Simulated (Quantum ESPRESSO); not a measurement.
# Planted mistakes on one cell of PSi2O5N

These are calculations, not measurements. They come from pw.x of Quantum ESPRESSO 7.5, a plane-wave density functional program, with PseudoDojo standard norm-conserving files (v0.5 for PBE, v0.4.1 for LDA and PBEsol). The cells are made up: elements, strain and atom displacements were drawn at random, and nothing was relaxed. There is no spin polarisation, spin-orbit coupling or dispersion term.

The cell has 9 sites of a quartz lattice. Sites 1 to 3 hold P Si Si; sites 4 to 9 hold O O N O O O. Cell vectors in Å: (4.935, -0.062, 0.073); (-2.522, 4.251, -0.058); (0.080, -0.027, 5.354). Settings: PBE, cutoff 1143 eV, 5 x 5 x 4 k mesh shifted by half a step, Fermi-Dirac smearing of 0.025 eV.

The intended run has a self-consistency threshold of 1e-07 eV, a smearing term of 0.000 eV, a pressure of 8.58 GPa and 12 iterations. Each further run changes one thing: all lengths scaled by 1.0095; atoms of sites 1 and 3 exchanged; cutoff 668 eV; files of PBEsol; k mesh 1 x 1 x 1; one electron removed; smearing 0.76 eV; threshold 0.04 eV. A coarse mesh keeps the shift, and a charged cell sits in a uniform background.

| run | change of free energy (eV) | smearing term -TS (eV) | change of P (GPa) | largest change of a force component (eV/Å) | iterations |
| --- | --- | --- | --- | --- | --- |
| A | -0.114 | 0.000 | -5.67 | 0.666 | 13 |
| B | -1.504 | 0.000 | -1.04 | 6.471 | 12 |
| C | 0.015 | 0.000 | -0.32 | 0.168 | 5 |
| D | 7.584 | 0.000 | -3.46 | 0.144 | 12 |
| E | -0.378 | -1.268 | 3.24 | 1.004 | 12 |
| F | 3.844 | 0.000 | -25.77 | 0.127 | 12 |
| G | -4.671 | -0.014 | -14.29 | 3.984 | 12 |
| H | -0.121 | 0.000 | 0.39 | 1.045 | 11 |

A rerun of the intended cell at 1437 eV and k mesh 7 x 7 x 6 moved values by no more than 0.003 eV in the cell's energy, 0.03 GPa in stress and 0.002 eV/Å in force.

Question: which change belongs to which run?

## Worked reading

Run C has the fewest iterations, as a run stopped early does. Run E has the largest smearing term, as wide smearing gives. Run F has a higher energy and the largest fall in pressure, as too small a basis gives. Run A changes the volume by a factor of 1.0288; minus its pressure change over the logarithm of that factor, 200 GPa, is a rough bulk modulus with clamped atoms. Energies from files of another functional, or of a charged cell, have another zero and say nothing on stability; the pressure of a charged cell rests on the program's zero of potential too.

## Key

| run | change |
| --- | --- |
| A | all lengths scaled by 1.0095 |
| B | atoms of sites 1 and 3 exchanged |
| C | threshold 0.04 eV |
| D | files of PBEsol |
| E | smearing 0.76 eV |
| F | cutoff 668 eV |
| G | one electron removed |
| H | k mesh 1 x 1 x 1 |